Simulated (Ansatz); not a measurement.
Si (P6_3/mmc), stationary points along a deformation path

Method: Ansatz, DFT LDA, scalar-relativistic, plane waves, PAW. The runs took a 420 eV cutoff, a Γ-centred 12×12×6 mesh and Gaussian smearing (0.03 eV). No spin polarisation. Energies are free energies at this smearing, counted from the undisturbed cell; pressure is positive in compression.

The undisturbed cell (as given, not relaxed at this level; it stands at -2.0 GPa; this form isn't the usual structure):

```xyz
4
Lattice="3.8313 0.0000 0.0000 -1.9157 3.3180 0.0000 0.0000 0.0000 6.3326" Properties=species:S:1:pos:R:3 pbc="T T T"
Si    0.0000    2.2120    0.3990
Si    1.9157    1.1060    3.5653
Si    0.0000    2.2120    2.7673
Si    1.9157    1.1060    5.9336
```

At fixed volume and fractional coordinates, lengths along (0.000, 0.000, 1.000) are scaled against those across it; ρ is that ratio over its starting value. V = 20.126 Å³/atom. Δσ is the stress along the axis less the mean stress across it (compression positive).

```csv
ρ,ΔE (meV/atom),Δσ (GPa),space group
0.850,277.0,43.07,P6_3/mmc
0.920,68.9,20.31,P6_3/mmc
0.960,16.1,9.47,P6_3/mmc
1.000,0.0,0.14,P6_3/mmc
1.050,19.9,-9.67,P6_3/mmc
1.100,73.8,-17.81,P6_3/mmc
1.200,246.6,-28.23,P6_3/mmc
```

Q: How does the stress give the slope of the energy, and where is the energy stationary?

A: Along the path d ln(length) is 2/3 d ln ρ on the axis and −1/3 d ln ρ across it, so dE/d ln ρ = −(2/3) V Δσ: the energy falls with ρ where Δσ is positive. Δσ vanishes or changes sign between ρ = 1.000 and 1.050, a minimum (near 1.00 by linear interpolation). Pairs of stationary points between two samples would go unseen, and could change a minimum read from distant neighbours into a maximum.

Q: Integrate that slope from ρ = 1 to 0.850 by the trapezoid rule.

A: With V/N in Å³ and 1 eV/Å³ = 160.2 GPa the slopes at ρ = 1.000, 0.960, 0.920, 0.850 are -12, -793, -1701, -3607 meV/atom per unit of ln ρ. The steps add 16.4 + 53.1 + 210.0 = 279.6 meV/atom, against 277.0 from the energies; the trapezoid rule misses the curvature of the slope within each step.

Forces appear on the atoms along this scan, and letting them relax would lower the energy and soften the response. The gap closes along the scan, which can put kinks into the curve.